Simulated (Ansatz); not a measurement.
ZrGeO₃ in space group P4mm (No. 99; Zr on 1b, Ge on 1a, O on 2c, O on 1b), r²SCAN (plane waves, PAW; program Ansatz). The conduction-band minimum lies at Z, with 1 equivalent valley. Second derivatives d²E/dk² of the lowest band at one valley (eV·Å²), along Cartesian directions:

```tsv
direction	d²E/dk²
[100]	14.33
[010]	14.33
[001]	15.43
[110]	14.33
[101]	14.88
[011]	14.88
```

Question: Find the principal effective masses, the density-of-states mass and the conductivity mass.

Answer: Off-diagonal terms follow from H_xy = H[110] − (H_xx + H_yy)/2, and m*/mₑ = 7.620 eV·Å² over each eigenvalue: 0.49, 0.53, 0.53. One valley's DOS mass (m₁m₂m₃)^(1/3) = 0.52, conductivity mass 3/(Σ 1/mᵢ) = 0.52 mₑ.

Question: What effective density of states Nc follows at 300 K for parabolic valleys?

Answer: Nc = 2.509e19 × 1 × (0.52)^(3/2) ≈ 9.4e18 cm⁻³.

The start of the workflow was typed in or built on a structure type; neither database checked (COD, Materials Project) lists it. Its standing as an ambient phase is unchecked. Symmetry was held in the r²SCAN relaxation; its stability against distortions is not shown here. No spin polarisation was allowed. Scalar-relativistic: spin–orbit coupling is off unless named, which matters more the heavier the elements.

Potentials: the later of the program's two PAW sets.

Edges and masses are those of Kohn–Sham bands, whose gap is no quasiparticle gap.
